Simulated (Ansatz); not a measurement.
Space group P6_3mc (No. 186). a = 3.079 Å, b = 3.079 Å, c = 15.108 Å, α = 90.00°, β = 90.00°, γ = 120.00°
| atom | site | symmetry | x | y | z |
| --- | --- | --- | --- | --- | --- |
| Si | 2b | 3m. | 0.3333 | 0.6667 | 0.3577 |
| Si | 2a | 3m. | 0.0000 | 0.0000 | 0.0245 |
| Si | 2b | 3m. | 0.6667 | 0.3333 | 0.1912 |
| C | 2a | 3m. | 0.0000 | 0.0000 | 0.1498 |
| C | 2b | 3m. | 0.3333 | 0.6667 | 0.4827 |
| C | 2b | 3m. | 0.6667 | 0.3333 | 0.3162 |

Equation of state of this SiC structure (not necessarily the ground state), with shape and atoms relaxed at each volume where symmetry leaves them free. Method: DFT r2SCAN, scalar-relativistic, plane waves, PAW (Ansatz).

Settings: cutoff 500 eV, Γ-centred mesh 12×12×2 on the computed 12-atom cell, Gaussian smearing of 0.02 eV; no spin polarisation.

| V (Å³/atom) | E − E(largest V) (meV/atom) | P (GPa) | gap on mesh (eV) |
| --- | --- | --- | --- |
| 9.093 | 66.58 | 37.10 | 2.38 |
| 9.403 | 6.12 | 25.68 | 2.38 |
| 9.713 | -33.81 | 15.83 | 2.39 |
| 10.023 | -56.00 | 7.32 | 2.39 |
| 10.333 | -62.88 | -0.03 | 2.39 |
| 10.643 | -56.54 | -6.37 | 2.39 |
| 10.953 | -38.78 | -11.85 | 2.38 |
| 11.367 | 0.00 | -18.00 | 2.38 |

Q: Fit a third-order Birch–Murnaghan equation to E(V).

A: V0 = 10.33 Å³/atom, B0 = 227 GPa, B0' = 3.9.

Cost: 8 runs of about 20 core-minutes in all, on Oxide Virtual Turin-like Processor (Zen 5) (shared hosts).